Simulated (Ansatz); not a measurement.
Here is the system:

Be$_{2}$C:
```yaml
crystal:
  lattice:
    - [0.00000, 2.13416, 2.13416]
    - [2.13416, 0.00000, 2.13416]
    - [2.13416, 2.13416, 0.00000]
  atoms:
    - { symbol: Be, position: [0.75000, 0.75000, 0.75000] }
    - { symbol: Be, position: [0.25000, 0.25000, 0.25000] }
    - { symbol: C, position: [0.00000, 0.00000, 0.00000] }
```

This is the LDA-relaxed structure.

Task: All from DFT-LDA in the program Ansatz with PAW potentials, unless another level is named. Give the Born charges (a third of the trace).

Result: Be +1.52, C -3.04 e.

Task: Predict the static dielectric constant ε0 (ions relaxed, cell fixed).

Result: 14.0.

Task: Predict the electronic dielectric constant ε∞ (DFPT).

Result: 6.84.

Space group Fm-3m (fluorite or antifluorite type). Symmetry was held in the LDA relaxation; phonons on a q-mesh show no instability.

Potentials: the later of the program's two PAW sets.
